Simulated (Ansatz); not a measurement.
## From the elastic tensor of MgAl₂C₂ at 8 GPa (stress–strain coefficients) to moduli and sound speeds

All numbers below come from Ansatz 0.2.0, DFT PBEsol, scalar-relativistic, plane waves, PAW. Plane waves to 420 eV; Γ-centred k mesh 12×12×6; fixed occupations. No spin polarisation.

It takes space group P-3m1 (No. 164, trigonal). Conventional cell: a = 3.329 Å, b = 3.329 Å, c = 5.628 Å, α = 90.00°, β = 90.00°, γ = 120.00°. Around Mg (site symmetry -3m) lie 6 C at 2.43 Å and 6 Al at 2.75 Å. Al (site symmetry 3m) has 4 C at 1.98 to 2.17 Å as nearest neighbours. C (site symmetry 3m) is surrounded by 4 Al at 1.98 to 2.17 Å.

Other phases may be more stable at this pressure.

Relaxed-ion constants (GPa, on the Cartesian axes of the calculation):
C11 = 385.7, C12 = 119.1, C13 = 69.9, C14 = -54.4, C22 = 385.7, C23 = 69.9, C24 = 54.4, C33 = 270.3, C44 = 113.3, C55 = 113.3, C56 = -54.4, C66 = 133.3 GPa; the others vanish.

Density 3.145 g/cm³; 5 atoms in 54.00 Å³.

The values that follow are for a polycrystal of randomly turned grains, by Hill's mean where one number stands. In a crystal this anisotropic the Voigt and Reuss bounds lie far apart, so Hill's mean and the sound speeds and Debye temperature from it are rough.

With S = C⁻¹: B_V = (C11+C22+C33+2(C12+C13+C23))/9, G_V = (C11+C22+C33−C12−C13−C23+3(C44+C55+C66))/15, 1/B_R = S11+S22+S33+2(S12+S13+S23), 15/G_R = 4(S11+S22+S33−S12−S13−S23)+3(S44+S55+S66); Hill is their mean. Then v_l = √((B+4G/3)/ρ), v_t = √(G/ρ), v_m = [(2/v_t³+1/v_l³)/3]^(−1/3) and Θ = (ħ/k_B)·v_m·(6π²n/V)^(1/3) for n atoms in the volume V; E = 9BG/(3B+G), ν = (3B−2G)/(2(3B+G)) and A^U = 5G_V/G_R + B_V/B_R − 6.

- Bulk modulus, Voigt / Reuss / Hill: 173.3 / 165.4 / 169.4 GPa
- Shear modulus, Voigt / Reuss / Hill: 124.2 / 102.4 / 113.3 GPa
- Young's modulus: 278 GPa
- Poisson ratio: 0.227
- Pugh ratio B/G: 1.49
- Universal anisotropy index: 1.11
- Longitudinal and transverse sound speeds: 10093 and 6002 m/s
- Debye temperature from the mean sound speed: 895 K

Cost: 1 run of about 4.1 core-minutes, on Arm Neoverse V1 (shared hosts).